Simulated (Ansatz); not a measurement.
**Two states of Ca2VO4**

```xyz
7
Lattice="0.0000 3.6530 0.0000 3.6530 0.0000 0.0000 1.8265 1.8265 -5.9011" Properties=species:S:1:pos:R:3 pbc="T T T"
V     0.0000    0.0000    0.0000
O     0.0000    1.8265    0.0000
O     1.8265    0.0000    0.0000
O     1.8265    1.8265   -4.1780
O     3.6530    3.6530   -1.7231
Ca    1.8265    1.8265   -1.7231
Ca    3.6530    3.6530   -4.1780
```

Single point in Ansatz 0.2.0 with r2SCAN. Cutoff 500 eV, PAW datasets, 5×5×5 Γ-centred k mesh, fermi-dirac filling (width 0.1 eV).

State A: no moments (no spin polarisation). State B: V1 up (collinear spin).

Problem. Compare the two self-consistent states.

Solution. State B is lower by 8.4 meV an atom at zero smearing; in free energy at this smearing B lies -7.3 meV an atom from A. So small a gap isn't resolved on this mesh where a state is a metal.

```csv
state,free energy (meV/atom),largest moment in a small sphere (μB),net moment (μB/cell),gap on mesh (eV),pressure (GPa),largest force (eV/Å)
A,7.3,0.00,0.00,metal,21.9,7.00
B,0.0,0.58,0.90,metal,22.8,7.38
```

Origin: a known structure type with other elements, at an estimated volume, so it need not be a known compound. Caveats: semilocal functionals often miss the gap of such magnets; the k mesh is coarse if the cell is a metal; atoms or cell far from equilibrium; odd electron count without spin polarisation, so a magnetic state may lie lower; correlation that this level lacks may open a gap in such a compound.
